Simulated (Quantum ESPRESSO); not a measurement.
**Kohn-Sham bands of KTaO₃ (cubic perovskite)**

```
KTaO3
1.0
    3.99488     0.00000     0.00000
    0.00000     3.99488     0.00000
    0.00000     0.00000     3.99488
K Ta O
1 1 3
Direct
  0.50000   0.50000   0.50000
  0.00000   0.00000   0.00000
  0.00000   0.50000   0.00000
  0.50000   0.00000   0.00000
  0.00000   0.00000   0.50000
```

Structure: Materials Project mp-3614, symmetrised, not relaxed again. COD (Crystallography Open Database) records the formula in this space group. Ideal cubic forms of this type are often high-temperature phases that distort on cooling; symmetry holds the cell here, and its stability was not tested. Method: PBEsol plane waves in Quantum ESPRESSO 7.5 (PseudoDojo norm-conserving files, 68 Ry, spinors with spin-orbit coupling), Bloch states on a 6×6×6 mesh through Γ, Wannier90 4.0.1. Density: 8×8×8 mesh, cold smearing 0.01 Ry.

### Question
List the Kohn-Sham levels between −8 and 5.0 eV relative to the valence-band maximum at the high-symmetry points, as a band run of pw.x on that density gives them (levels within 2 meV counted together).

### Answer
```
point  k (reciprocal lattice)                                                                                                                       levels (eV)
-----  ----------------------  --------------------------------------------------------------------------------------------------------------------------------
Γ           0.000 0.000 0.000                                      -2.99 (×2), -2.20 (×4), -1.07 (×4), -1.06 (×2), -0.74 (×2), -0.58 (×4), 2.00 (×4), 2.41 (×2)
X           0.000 0.500 0.000  -5.45 (×2), -2.62 (×2), -2.59 (×2), -2.52 (×2), -2.14 (×2), -2.12 (×2), -1.53 (×2), -0.94 (×2), -0.79 (×2), 2.28 (×2), 4.86 (×2)
M           0.500 0.500 0.000             -5.54 (×2), -5.40 (×2), -4.56 (×2), -2.86 (×2), -2.82 (×2), -1.73 (×2), -1.43 (×2), -1.42 (×2), -0.05 (×2), 4.88 (×2)
R           0.500 0.500 0.500                                                             -5.56 (×2), -5.39 (×4), -3.91 (×4), -3.87 (×2), -0.02 (×2), 0.00 (×4)
```
